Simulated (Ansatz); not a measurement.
The start is a generated cell, TiB2 built in the AFLOW prototype A2B_hP9_150_ef_bd (C22, as in Fe2P). The cell and all atomic positions are relaxed at zero pressure with r2SCAN (plane waves to 500 eV, PAW, scalar-relativistic; Ansatz, a first-principles code). The first steps use a coarse 5×5×7 k-mesh.

Initial structure:
```
CELL_PARAMETERS angstrom
      5.48620     0.00000     0.00000
     -2.74310     4.75119     0.00000
      0.00000     0.00000     3.23545
ATOMIC_POSITIONS crystal
  B  0.26000 0.00000 0.00000
  B  0.00000 0.26000 0.00000
  B  0.74000 0.74000 0.00000
  B  0.60000 0.00000 0.50000
  B  0.00000 0.60000 0.50000
  B  0.40000 0.40000 0.50000
  Ti 0.00000 0.00000 0.50000
  Ti 0.33333 0.66667 0.87500
  Ti 0.66667 0.33333 0.12500
```

**Question.** What pressure does the first self-consistent step give?

**Answer.** +27 GPa (positive: the cell is compressed).

**Question.** What is the largest force in the starting geometry, and on which atom (counted from 1)?

**Answer.** About 2.9 eV/Å, on Ti8, Ti9 (atoms numbered as listed).

**Question.** Does the structure survive the relaxation? Give the final space group.

**Answer.** The space group goes from P321 (No. 150) to P-62m (No. 189), with 9 atoms in the primitive cell.

**Question.** How does the volume change?

**Answer.** +18.6 %, from 9.37 to 11.11 Å³/atom.

**Question.** How do the shortest distances between atoms change?

**Answer.** The closest pairs of elements (up to four, under 3.6 Å), start → end: B–B 2.47 → 1.62 Å; B–Ti 2.07 → 2.26 Å; Ti–Ti 3.24 → 3.00 Å.

**Question.** Give the final cell and atomic positions.

**Answer.** 
```cif
data_B6Ti3
_chemical_formula_sum 'B6 Ti3'
_space_group_name_H-M_alt 'P-62m'
_space_group_IT_number 189
_space_group_name_Hall 'P -6 -2'
_cell_length_a 6.20348
_cell_length_b 6.20348
_cell_length_c 3.00010
_cell_angle_alpha 90.000
_cell_angle_beta 90.000
_cell_angle_gamma 120.000
loop_
_atom_site_label
_atom_site_type_symbol
_atom_site_symmetry_multiplicity
_atom_site_Wyckoff_symbol
_atom_site_fract_x
_atom_site_fract_y
_atom_site_fract_z
_atom_site_occupancy
B1 B 3 f 0.00000 0.27251 0.00000 1
B2 B 3 g 0.62987 0.62987 0.50000 1
Ti1 Ti 1 b 0.00000 0.00000 0.50000 1
Ti2 Ti 2 c 0.33333 0.66667 0.00000 1
```

Final values are on a 9×9×15 k-mesh of the relaxed cell. No spin polarisation in the result.

The run could not lose the symmetry of its start, so the end can be a saddle point.

The relaxed structure here is a generated cell of TiB2: the first start was made by placing the elements on the sites of a structure type, and the end was not matched to a known phase here, so it may be hypothetical. Known forms of TiB2 include space group No. 191.
